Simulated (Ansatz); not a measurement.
Values for one crystal, relaxed and computed with PBEsol (plane waves, PAW; program Ansatz); other levels are named.

- Volume per atom = 21.61 Å³
- Electronic character = metallic (no gap)
- Bulk modulus (Birch–Murnaghan fit) = 1140 kbar
- Zone-centre stability = no imaginary mode at Γ
- Density of states at the Fermi level = 0.69 states/eV per atom (mean over ±0.08 eV)
- Elastic constants (relaxed ions, GPa) = C11 = 181, C12 = 79.6, C13 = 72.8, C33 = 207, C44 = 49.1
- Pressure derivative B′ = 3.4

**Question.** Which compound is it?
(A) Os, hcp (Mg type)
(B) Hf, hcp (Mg type)
(C) Ga, hcp (Mg type)
(D) Ti, hcp (Mg type)

**Answer.** B, Hf, hcp (Mg type)

Space group P6_3/mmc (hcp (Mg type)). Symmetry was held in the PBEsol relaxation. The run is not spin-polarised. As this level gives no gap, shear constants depend on the k-mesh and smearing (Fermi–Dirac, 0.1 eV here). Scalar-relativistic: spin–orbit coupling is off unless named, which matters more the heavier the elements.

Potentials: the earlier of the program's two PAW sets. The files were generated under PBE; for other functionals the program regenerates the frozen cores, and for LDA and PBEsol the local potential too.
